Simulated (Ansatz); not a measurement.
## Bi (P6_3/mmc), two-dimensional strain map

These are results of DFT PBEsol, scalar-relativistic, plane waves, PAW in Ansatz, not measurements. Cutoff 420 eV, Γ-centred 12×12×4 k-points, Gaussian smearing of 0.15 eV. Spin–orbit coupling is left out, which can shift energies with elements as heavy as these. No spin polarisation. Energies are free energies at this smearing, counted from the undisturbed cell; pressure is positive in compression.

Reference structure (as given, not relaxed at this level; it stands at -3.5 GPa; this form isn't the usual structure):

```
CELL_PARAMETERS angstrom
4.53900 0.00000 0.00000
-2.26950 3.93089 0.00000
0.00000 0.00000 11.82900
ATOMIC_POSITIONS crystal
Bi 0.33333 0.66667 0.25000
Bi 0.66667 0.33333 0.75000
```

The cell holds layers and no dispersion correction was added, so their binding is poorly described.

The cell is strained by p along both x and y and by q along z, fractional coordinates fixed. Points are written (p, q).

Energy above the undisturbed cell in meV/atom (a dash: not computed):

```csv
p \ q,-0.030,-0.015,0.000,0.015,0.030
-0.030,-214.9,-210.6,?,-204.1,-201.6
-0.015,-109.6,–,-101.4,–,-95.6
0.000,-8.6,?,0.0,3.3,6.0
0.015,88.0,–,–,–,–
0.030,?,–,189.3,–,?
```

(1) Fill in the withheld energies.

Answers

(1) (-0.030, 0.000): -207.1; (0.000, -0.015): -3.9; (0.030, -0.030): 180.0; (0.030, 0.030): 195.8.